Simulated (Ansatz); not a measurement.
The start is a generated cell, Sb placed in the beta-Sn structure type. Cell shape, volume and atoms are optimised at zero target pressure with PBEsol (plane waves to 420 eV, PAW, scalar-relativistic; Ansatz, a quantum-chemistry and plane-wave program). The first steps use a coarse 11×11×11 k-mesh.

The start:
```
CELL_PARAMETERS angstrom
     -2.97991     2.97991     1.62587
      2.97991    -2.97991     1.62587
      2.97991     2.97991    -1.62587
ATOMIC_POSITIONS crystal
  Sb 0.75000 0.25000 0.50000
  Sb 0.00000 0.00000 0.00000
```

* **Outcome**: The space group stays I4₁/amd (No. 141) (the run could not lower it); the end is AFLOW prototype A_tI4_141_a (A5, as in Sn), with 2 atoms in the primitive cell
* **Volume change**: -2.4 %, from 28.88 to 28.17 Å³/atom
* **Shortest distances (start → end)**: The closest pairs of elements (up to four, under 3.6 Å), start → end: Sb–Sb 3.09 → 3.09 Å
* **Band gap at the end**: zero (metallic)
* **Optimiser moves**: 5

It ends as:

```cif
data_Sb4
_chemical_formula_sum 'Sb4'
_space_group_name_H-M_alt 'I41/amd :1'
_space_group_IT_number 141
_space_group_name_Hall 'I 4bw 2bw -1bw'
_cell_length_a 5.97416
_cell_length_b 5.97416
_cell_length_c 3.15690
_cell_angle_alpha 90.000
_cell_angle_beta 90.000
_cell_angle_gamma 90.000
loop_
_atom_site_label
_atom_site_type_symbol
_atom_site_symmetry_multiplicity
_atom_site_Wyckoff_symbol
_atom_site_fract_x
_atom_site_fract_y
_atom_site_fract_z
_atom_site_occupancy
Sb1 Sb 4 a 0.00000 0.00000 0.00000 1
```
(The calculation used a cell of 2 atoms; values per cell refer to that cell.)

Final values are on a 17×17×17 k-mesh of the relaxed cell. No spin polarisation in the result.

The run could not lose the symmetry of its start: the end is stationary, and may be a saddle point rather than a minimum.

All atoms sit on sites fixed by symmetry, so only the cell could relax.

The relaxed structure here is a generated cell of Sb: the first start was made by placing the elements on the sites of a structure type, and the end was not matched to a known phase here, so it may be hypothetical. Known forms of Sb include space group No. 166.
